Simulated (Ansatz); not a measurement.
O (bcc (W type), Im-3m) at seven volumes, the program Ansatz at the PBE level (PAW), scaled uniformly. One row is withheld.

```json
[
 {"V (Å³/atom)": "7.101", "P (GPa)": "16.91"},
 {"V (Å³/atom)": "7.335", "P (GPa)": "10.11"},
 {"V (Å³/atom)": "7.569", "P (GPa)": "4.50"},
 {"V (Å³/atom)": "7.803", "P (GPa)": "0.01"},
 {"V (Å³/atom)": "8.038", "P (GPa)": "-4.06"},
 {"V (Å³/atom)": "8.272", "P (GPa)": "?"},
 {"V (Å³/atom)": "8.506", "P (GPa)": "-10.32"}
]
```

Question: Fit the shown pressures and predict the withheld one.

Answer: P = (3/2)B₀(x^(7/2) − x^(5/2))[1 + (3/4)(B′ − 4)(x − 1)] with x = (V₀/V)^(2/3). Least squares on the six rows gives V₀ = 7.797 Å³/atom, B₀ = 145 GPa, B′ = 4.68. At V = 8.272, x = 0.9613 and P = -7.47 GPa. The run itself gave -7.50 GPa.

A made-up cell: these elements were put on the sites of a structure type; neither database checked (COD, Materials Project) lists it. It is not the usual solid phase (space group No. 12). The PBE relaxation kept the symmetry of its start; its stability against distortions is not shown here. Spin order of the final state: ferromagnetic, the only order run, not a proven ground state. The substance is a gas or liquid at ambient conditions. No Hubbard U is applied.

Potentials: the later of the program's two PAW sets.
